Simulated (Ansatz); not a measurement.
Relaxed CoSn (CoSn type, space group P6/mmm):

```
CoSn
1.0
    5.29399     0.00000     0.00000
   -2.64700     4.58473     0.00000
    0.00000     0.00000     4.23543
Co Sn
3 3
Direct
  0.50000   0.00000   0.00000
  0.50000   0.50000   0.00000
  0.00000   0.50000   0.00000
  0.00000   0.00000   0.00000
  0.33333   0.66667   0.50000
  0.66667   0.33333   0.50000
```

In each cell atom 1 (Co, nearest neighbour Sn at 2.612 Å; its periodic images, 4.2 Å or more away, move with it) moves by s·(1.000, 0.000, 0.000) (along Cartesian x), the rest being held.

Level of theory: PBE (plane waves to 420 eV, PAW, scalar-relativistic; Ansatz, a quantum-chemistry and plane-wave program). k mesh 8×8×9 (Γ-centred), Fermi-Dirac smearing 0.05 eV. The energy includes the smearing's −TS. Left out: 2 of 11 points, with atoms too close for the PAW data. With partly filled bands, energies and forces of such displacements shift with the k mesh and the smearing. CoSn is run without spin polarisation. CoSn was relaxed with its symmetry unable to fall. ΔE is measured from the undisplaced structure. The last digit holds for this mesh only.

| s (Å) | ΔE (meV/cell) |
|---|---|
| -0.624 | 2126.1 |
| -0.468 | withheld |
| -0.312 | 328.6 |
| -0.156 | 69.5 |
| 0.000 | 0.0 |
| 0.156 | 69.5 |
| 0.312 | 328.6 |
| 0.468 | withheld |
| 0.624 | 2126.1 |

Fit an even polynomial form (powers 2, 4) to the given rows and predict ΔE at s = -0.468.

Least squares on the 7 given rows: ΔE = (2681)·s² + (7138)·s⁴, in meV/cell with s in Å; root-mean-square residual 0.03 meV/cell. At -0.468 the fit gives 929.6 meV/cell; the calculation gives 927.0 meV/cell, so the interpolation is off by 2.6 (+0.3 %). The quadratic term alone would give 587.2 meV/cell.

(A displaced cell: forces are minus the slopes of the energy, force constants its curvatures, and phonons follow from these.)
